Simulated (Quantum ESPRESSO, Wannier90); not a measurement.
## Tight-binding from DFT: LiCl (rock salt)

Cell from Materials Project (mp-22905), symmetrised, no further relaxation. COD (Crystallography Open Database) has an entry of this formula and space group (matched by these alone). Method: PBEsol plane waves in Quantum ESPRESSO 7.5 (PseudoDojo norm-conserving files, 60 Ry, no spin polarisation, no spin-orbit coupling), Bloch states on a 10×10×10 mesh through Γ, Wannier90 4.0.1. Density: 10×10×10 mesh, cold smearing 0.01 Ry.

On the energy scale of pw.x, whose zero is arbitrary, the valence-band maximum lies at 1.85 eV.

Input w.win:

```
num_bands = 1
num_wann = 1
exclude_bands = 2-16
num_iter = 1000
conv_tol = 1.0e-6
conv_window = 4
write_hr = true
write_u_matrices = true
auto_projections = true
begin unit_cell_cart
ang
    0.0000000000    2.5421200000    2.5421200000
    2.5421200000    0.0000000000    2.5421200000
    2.5421200000    2.5421200000    0.0000000000
end unit_cell_cart
begin atoms_frac
Li   0.0000000000  0.0000000000  0.0000000000
Cl   0.5000000000  0.5000000000  0.5000000000
end atoms_frac
mp_grid = 10 10 10
begin kpoints
0.0000000000 0.0000000000 0.0000000000
0.0000000000 0.0000000000 0.1000000000
0.0000000000 0.0000000000 0.2000000000
... (997 more lines: the 10x10x10 mesh through Gamma)
end kpoints
```

Input of pw2wannier90.x that gives the overlap and projection files (equivalent; here they were cut from one run over all bands):

```
&inputpp
  outdir = './out'
  prefix = 'pwscf'
  seedname = 'w'
  write_amn = .true.
  write_mmn = .true.
  atom_proj = .true.
  atom_proj_exclude = 2 3 4 5 6
/
```

Output w.wout (banner and timings cut):

```
                                    ------
                                    SYSTEM
                                    ------

                              Lattice Vectors (Ang)
                    a_1     0.000000   2.542120   2.542120
                    a_2     2.542120   0.000000   2.542120
                    a_3     2.542120   2.542120   0.000000

                   Unit Cell Volume:      32.85626  (Ang^3)

                        Reciprocal-Space Vectors (Ang^-1)
                    b_1    -1.235816   1.235816   1.235816
                    b_2     1.235816  -1.235816   1.235816
                    b_3     1.235816   1.235816  -1.235816

 *----------------------------------------------------------------------------*
 |   Site       Fractional Coordinate          Cartesian Coordinate (Ang)     |
 +----------------------------------------------------------------------------+
 | li   1   0.00000   0.00000   0.00000   |    0.00000   0.00000   0.00000    |
 | cl   1   0.50000   0.50000   0.50000   |    2.54212   2.54212   2.54212    |
 *----------------------------------------------------------------------------*
                                ------------
                                K-POINT GRID
                                ------------

             Grid size = 10 x 10 x 10      Total points = 1000

 *---------------------------------- MAIN ------------------------------------*
 |  Number of Wannier Functions               :                 1             |
 |  Number of Objective Wannier Functions     :                 1             |
 |  Number of input Bloch states              :                 1             |
 |  Output verbosity (1=low, 5=high)          :                 1             |
 |  Timing Level (1=low, 5=high)              :                 1             |
 |  Optimisation (0=memory, 3=speed)          :                 3             |
 |  Length Unit                               :               Ang             |
 |  Post-processing setup (write *.nnkp)      :                 F             |
 |  Using Gamma-only branch of algorithms     :                 F             |
 *----------------------------------------------------------------------------*
 *------------------------------- WANNIERISE ---------------------------------*
 |  Total number of iterations                :              1000             |
 |  Number of CG steps before reset           :                 5             |
 |  Trial step length for line search         :             2.000             |
 |  Convergence tolerence                     :         0.100E-05             |
 |  Convergence window                        :                 4             |
 |  Iterations between writing output         :                 1             |
 |  Iterations between backing up to disk     :               100             |
 |  Write r^2_nm to file                      :                 F             |
 |  Write xyz WF centres to file              :                 F             |
 |  Write on-site energies <0n|H|0n> to file  :                 F             |
 |  Use guiding centre to control phases      :                 F             |
 |  Use phases for initial projections        :                 F             |
 *----------------------------------------------------------------------------*
 *-------------------------------- PLOTTING ----------------------------------*
 |  Plotting Hamiltonian in WF basis          :                 T             |
 *----------------------------------------------------------------------------*

 *---------------------------------- K-MESH ----------------------------------*
 +----------------------------------------------------------------------------+
 |                    Distance to Nearest-Neighbour Shells                    |
 |                    ------------------------------------                    |
 |          Shell             Distance (Ang^-1)          Multiplicity         |
 |          -----             -----------------          ------------         |
 |             1                   0.214050                      8            |
 |             2                   0.247163                      6            |
 |             3                   0.349542                     12            |
 |             4                   0.409874                     24            |
 |             5                   0.428099                      8            |
 |             6                   0.494326                      6            |
 |             7                   0.538680                     24            |
 |             8                   0.552674                     24            |
       ... (lines left out)
 +----------------------------------------------------------------------------+
 | The b-vectors are chosen automatically                                     |
 | The following shells are used:                       1                     |
 +----------------------------------------------------------------------------+
 |                        Shell   # Nearest-Neighbours                        |
 |                        -----   --------------------                        |
 |                          1               8                                 |
 +----------------------------------------------------------------------------+
 | Completeness relation is fully satisfied [Eq. (B1), PRB 56, 12847 (1997)]  |
 +----------------------------------------------------------------------------+
 |                  b_k Vectors (Ang^-1) and Weights (Ang^2)                  |
 |                  ----------------------------------------                  |
 |            No.         b_k(x)      b_k(y)      b_k(z)        w_b           |
 |            ---        --------------------------------     --------        |
 |             1         0.123582    0.123582   -0.123582     8.184692        |
 |             2         0.123582   -0.123582    0.123582     8.184692        |
 |             3        -0.123582    0.123582    0.123582     8.184692        |
 |             4         0.123582    0.123582    0.123582     8.184692        |
 |             5        -0.123582   -0.123582    0.123582     8.184692        |
 |             6        -0.123582    0.123582   -0.123582     8.184692        |
 |             7         0.123582   -0.123582   -0.123582     8.184692        |
 |             8        -0.123582   -0.123582   -0.123582     8.184692        |
 +----------------------------------------------------------------------------+
 |                           b_k Directions (Ang^-1)                          |
 |                           -----------------------                          |
 |            No.           x           y           z                         |
 |            ---        --------------------------------                     |
 |             1         0.123582    0.123582   -0.123582                     |
 |             2         0.123582   -0.123582    0.123582                     |
 |             3        -0.123582    0.123582    0.123582                     |
 |             4         0.123582    0.123582    0.123582                     |
 +----------------------------------------------------------------------------+

 Starting a new Wannier90 calculation ...

 Reading overlaps from w.mmn

 Reading projections from w.amn

 *------------------------------- WANNIERISE ---------------------------------*
 +--------------------------------------------------------------------+<-- CONV
 | Iter  Delta Spread     RMS Gradient      Spread (Ang^2)            |<-- CONV
 +--------------------------------------------------------------------+<-- CONV

 ------------------------------------------------------------------------------
 Initial State
  WF centre and spread    1  ( -0.000000,  0.000000, -0.000000 )     0.14542645
  Sum of centres and spreads ( -0.000000,  0.000000, -0.000000 )     0.14542645

      0     0.145E+00     0.0000000000        0.1454264511  <-- CONV
        O_D=      0.0000000 O_OD=      0.0000000 O_TOT=      0.1454265 <-- SPRD
 ------------------------------------------------------------------------------
      1     0.000E+00     0.0000000001        0.1454264511  <-- CONV
        O_D=      0.0000000 O_OD=      0.0000000 O_TOT=      0.1454265 <-- SPRD
      2     0.000E+00     0.0000000001        0.1454264511  <-- CONV
        O_D=      0.0000000 O_OD=      0.0000000 O_TOT=      0.1454265 <-- SPRD
      3     0.000E+00     0.0000000001        0.1454264511  <-- CONV
        O_D=      0.0000000 O_OD=      0.0000000 O_TOT=      0.1454265 <-- SPRD
      4     0.000E+00     0.0000000001        0.1454264511  <-- CONV
        O_D=      0.0000000 O_OD=      0.0000000 O_TOT=      0.1454265 <-- SPRD
             <<<     Delta < 1.000E-06  over  4 iterations     >>>
             <<< Wannierisation convergence criteria satisfied >>>
 Final State
  WF centre and spread    1  ( -0.000000,  0.000000, -0.000000 )     0.14542645
  Sum of centres and spreads ( -0.000000,  0.000000, -0.000000 )     0.14542645

         Spreads (Ang^2)       Omega I      =     0.145426451
        ================       Omega D      =     0.000000000
                               Omega OD     =     0.000000000
    Final Spread (Ang^2)       Omega Total  =     0.145426451
```
